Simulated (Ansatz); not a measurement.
Hg:
```yaml
crystal:
  lattice:
    - [3.45407, 0.00000, 0.00000]
    - [-1.72703, 2.99131, 0.00000]
    - [0.00000, 0.00000, 5.42717]
  atoms:
    - { symbol: Hg, position: [0.66667, 0.33333, 0.75000] }
    - { symbol: Hg, position: [0.33333, 0.66667, 0.25000] }
```

Relaxed with r²SCAN. Special points in fractions of this cell's reciprocal vectors: Γ (0.000, 0.000, 0.000); M (0.500, 0.000, 0.000); K (0.333, 0.333, 0.000); A (0.000, 0.000, 0.500); L (0.500, 0.000, 0.500); H (0.333, 0.333, 0.500).

List the band energies nearest the Fermi level at these points for r²SCAN in the plane-wave PAW code Ansatz.

In eV from the Fermi level; about four levels below and three above (degenerate sets whole), none deeper than 8.9 eV; … stands for higher levels left out; points with the same levels are listed once.

| k | below | above |
|---|---|---|
| Γ | -5.70 -5.70 -1.23 -0.19 | 11.38 11.38 12.98 |
| M | -5.63 -5.60 -2.35 -1.67 | 2.79 3.67 4.50 |
| K | -5.75 -5.75 -5.66 -1.28 -1.28 | 1.50 5.31 5.31 |
| A | -5.87 -5.87 -5.87 -5.87 -5.66 -5.66 | 7.11 7.11 … |
| L | -5.66 -5.66 -1.17 -1.17 | 0.46 0.46 8.80 8.80 |
| H | -5.69 -5.69 -0.48 -0.48 | 2.02 2.02 3.28 3.28 |

Space group P6_3/mmc (hcp (Mg type)). The workflow started from a Materials Project entry (that database holds measured and hypothetical structures alike); the Crystallography Open Database copy checked does not list it. It is not the usual solid phase (space group No. 166). The r²SCAN relaxation kept the symmetry of its start; its stability against distortions is not shown here. The substance is a gas or liquid at ambient conditions. The Fermi level of a semimetal is unsure by some 0.05 eV on such meshes. Spin–orbit coupling is left out wherever it is not named.

Potentials: the later of the program's two PAW sets.
